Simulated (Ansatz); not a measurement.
WOF₄:
```cif
data_F4OW
_chemical_formula_sum 'W1 O1 F4'
_space_group_name_H-M_alt 'P 1'
_space_group_IT_number 1
_cell_length_a 4.84004
_cell_length_b 4.84004
_cell_length_c 4.84004
_cell_angle_alpha 99.239
_cell_angle_beta 99.239
_cell_angle_gamma 132.758
loop_
_space_group_symop_operation_xyz
  'x, y, z'
loop_
_atom_site_label
_atom_site_type_symbol
_atom_site_fract_x
_atom_site_fract_y
_atom_site_fract_z
_atom_site_occupancy
W1 W 0.00175 0.00175 0.00000 1
O1 O 0.55540 0.55540 0.00000 1
F1 F 0.35163 0.98809 0.18784 1
F2 F 0.16379 0.35163 0.36354 1
F3 F 0.80025 0.16379 0.81216 1
F4 F 0.98809 0.80025 0.63646 1
```

Relaxed with LDA. DFT-LDA in the program Ansatz with PAW potentials gives a gap of 4.51 eV.

Task: What gap does HSE06 give on the same cell (Ansatz, PAW)?

Result: 6.23 eV, 1.72 eV more. The hybrid was solved on a coarser mesh and at special points; the gap given is the minimum over both.

Cost on shared cores: the LDA run (SCF on a 8×8×8 mesh, then bands and DOS) about 2.1 core-minutes (a rough figure), the HSE06 run (SCF on 5×5×5, then a few points) roughly 2.2 core-minutes; the tasks are unlike.

Space group I4. The workflow started from a Materials Project entry (that database holds measured and hypothetical structures alike); the Crystallography Open Database copy checked does not list it. Its standing as an ambient phase is unchecked. The LDA relaxation kept the symmetry of its start; whether a distortion lowers the energy is not shown. No spin polarisation was allowed. No Hubbard U is applied. A crystal of weakly bound chains computed without a dispersion correction: the cell and the soft elastic constants depend strongly on that. Spin–orbit coupling is left out wherever it is not named.

Potentials: the later of the program's two PAW sets.
